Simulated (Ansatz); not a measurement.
HfN (rock salt)

```yaml
crystal:
  lattice:
    - [0.00000, 2.26297, 2.26297]
    - [2.26297, 0.00000, 2.26297]
    - [2.26297, 2.26297, 0.00000]
  atoms:
    - { symbol: N, position: [0.00000, 0.00000, 0.00000] }
    - { symbol: Hf, position: [0.50000, 0.50000, 0.50000] }
```

In each cell atom 1 (N, nearest neighbour Hf at 2.263 Å; its periodic images, 3.2 Å or more away, move with it) moves by s·(1.000, 0.000, 0.000) (along Cartesian x), the rest being held.

All values below come from r2SCAN (plane waves to 500 eV, PAW, scalar-relativistic; Ansatz, a program for electronic structure). k mesh 14×14×14 (Γ-centred), Fermi-Dirac smearing 0.05 eV. Energies are smeared free energies. Left out: 2 of 11 points, with atoms too close for the PAW data. With partly filled bands, energies and forces of such displacements shift with the k mesh and the smearing. HfN is run without spin polarisation. HfN was relaxed with its symmetry unable to fall. Spin-orbit coupling is left out, though Hf is heavy. The PAW data are Ansatz's earlier set. The zero of ΔE is the undisplaced structure. The last digit holds for this mesh only.

```tsv
s (Å)	ΔE (meV/cell)
-0.360	withheld
-0.270	441.2
-0.180	190.2
-0.090	47.2
0.000	0.0
0.090	47.2
0.180	190.2
0.270	441.2
0.360	withheld
```

### Question
Fit an even polynomial form (powers 2, 4, 6) to the given rows and predict ΔE at s = 0.360.

### Answer
Least squares on the 7 given rows: ΔE = (5824)·s² + (84.68)·s⁴ + (41820)·s⁶, in meV/cell with s in Å; root-mean-square residual 0.01 meV/cell. At 0.360 the fit gives 847.2 meV/cell; the calculation gives 829.5 meV/cell, so the extrapolation is off by 17.7 (+2.1 %). The quadratic term alone would give 754.8 meV/cell.

(A displaced cell: forces are minus the slopes of the energy, force constants its curvatures, and phonons follow from these.)
